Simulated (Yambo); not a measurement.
Yambo run on K$_{2}$PdBr$_{4}$ (space group P4/mmm, No. 123). The wavefunctions come from this Quantum ESPRESSO step (PBEsol, PseudoDojo standard norm-conserving files, scalar-relativistic):

```
&CONTROL
  calculation = 'nscf'
  pseudo_dir = './pseudo'
  outdir = './out'
/
&SYSTEM
  ibrav = 0
  nat = 7
  ntyp = 3
  ecutwfc = 82.0
  ecutrho = 328.0
  occupations = 'fixed'
  force_symmorphic = .true.
  nbnd = 336
/
&ELECTRONS
  conv_thr = 7.000000000000001e-09
  diago_full_acc = .true.
  diago_thr_init = 1e-08
/
ATOMIC_SPECIES
K 39.0983 K.upf
Br 79.9040 Br.upf
Pd 106.4200 Pd.upf
CELL_PARAMETERS angstrom
  7.432380000000   0.000000000000   0.000000000000
  0.000000000000   7.432380000000   0.000000000000
  0.000000000000   0.000000000000   4.332080000000
ATOMIC_POSITIONS crystal
K   0.000000000000   0.500000000000   0.500000000000
K   0.500000000000   0.000000000000   0.500000000000
Br   0.766030000000   0.766030000000   0.000000000000
Br   0.233970000000   0.233970000000   0.000000000000
Br   0.233970000000   0.766030000000   0.000000000000
Br   0.766030000000   0.233970000000   0.000000000000
Pd   0.000000000000   0.000000000000   0.000000000000
K_POINTS automatic
2 2 2 0 0 0
```

Yambo input:

```
rim_cut
gw0
dyson
el_el_corr
HF_and_locXC
ppa
em1d
RandQpts= 1000000
RandGvec= 1 Ry
EXXRLvcs= 82 Ry
VXCRLvcs= 328 Ry
Chimod= "HARTREE"
% BndsRnXp
 5 | 335 |
%
NGsBlkXp= 7 Ry
% LongDrXp
 1.0 | 1.0 | 1.0 |
%
PPAPntXp= 27.2114 eV
% GbndRnge
 1 | 335 |
%
GTermKind= "BG"
DysSolver= "n"
ExtendOut
% QPkrange
 1 | 1 | 32 | 33 |
 2 | 2 | 32 | 33 |
 3 | 3 | 32 | 33 |
 4 | 4 | 32 | 33 |
 5 | 5 | 32 | 33 |
 6 | 6 | 32 | 33 |
%
```

k points by index: 1 = Γ, 2 = Z, 3 = X, 4 = R, 5 = M, 6 = A.

Table of the .qp output:

```
#    K-point    Band    Eo [eV]    E [eV]    E-Eo [eV]    Vxc [eV]    Vnlxc [eV]    Sc|Eo [eV]    Sc|E [eV]    dSc/dw|Eo [eV]    Re(Z)    Im(Z)
#
    1    32    -0.075186    -1.186297    -1.111111    -18.63503    -23.55298    3.514608    3.806838    -7.155707    0.791783    -0.001556
    1    33    2.021103    3.191205    1.170102    -18.33263    -14.57952    -2.290395    -2.583012    -6.801356    0.799992    -0.005875
    2    32    -0.182593    -1.150376    -0.967783    -21.28315    -26.68683    4.168150    4.435904    -7.527051    0.783319    -0.001641
    2    33    2.066551    3.238853    1.172302    -18.36811    -14.61276    -2.285826    -2.583047    -6.898381    0.797756    -0.001655
    3    32    0.000000    -1.115241    -1.115241    -18.53058    -23.38543    3.447857    3.739614    -7.117716    0.792659    -0.001531
    3    33    1.676432    2.788846    1.112414    -17.95284    -14.34881    -2.215153    -2.491611    -6.761903    0.800960    -0.001794
    4    32    -0.126980    -1.099975    -0.972996    -21.02902    -26.33441    4.065395    4.332389    -7.465553    0.784708    -0.001611
    4    33    1.749725    2.874277    1.124551    -18.06956    -14.45217    -2.211985    -2.492841    -6.795414    0.800171    -0.001697
    5    32    -0.028636    -1.150403    -1.121767    -18.51393    -23.38931    3.459807    3.753614    -7.126005    0.792468    -0.001546
    5    33    1.114026    2.143872    1.029846    -17.07758    -13.63498    -2.167599    -2.412758    -6.477301    0.807728    -0.001359
    6    32    -0.106679    -1.078195    -0.971516    -20.99459    -26.27411    4.041969    4.308009    -7.450214    0.785055    -0.001604
    6    33    1.258637    2.338890    1.080254    -17.54586    -14.02804    -2.175682    -2.437563    -6.596239    0.804887    -0.001413
```
(The two width columns are left out.) Convergence of these settings isn't established.

Spin-orbit coupling is not included.

Geometry of the Materials Project entry, not relaxed at this level.
